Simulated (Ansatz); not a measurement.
Consider the following.

CuTiS$_{2}$:
```
CELL_PARAMETERS angstrom
      3.44310     0.00000     0.00000
     -1.72155     2.98181     0.00000
      0.00000     0.00000     5.85419
ATOMIC_POSITIONS crystal
  S  0.66667 0.33333 0.74996
  Ti 0.00000 0.00000 0.00000
  S  0.33333 0.66667 0.25004
  Cu 0.00000 0.00000 0.50000
```

This is the r²SCAN+D4-relaxed structure.

Question: All from DFT-r²SCAN+D4 in the program Ansatz with PAW potentials, unless another level is named. Predict the electronic character.

Answer: metallic (no gap).

Question: Next, the formation energy from the elements (no fitted shifts)?

Answer: -1.08 eV/atom.

Question: And the density of states at the Fermi level?

Answer: 0.65 states/eV per atom (mean over ±0.08 eV).

Space group P-3m1. A made-up cell: these elements were put on the sites of a structure type; neither database checked (COD, Materials Project) lists it. Its standing as an ambient phase is unchecked. The r²SCAN+D4 relaxation kept the symmetry of its start; whether a distortion lowers the energy is not shown. No spin polarisation was allowed. With an odd number of electrons in the cell and no spin polarisation, the count alone makes it a metal. The references are the lowest solids computed at this level, not always the standard phases.

Potentials: the later of the program's two PAW sets.
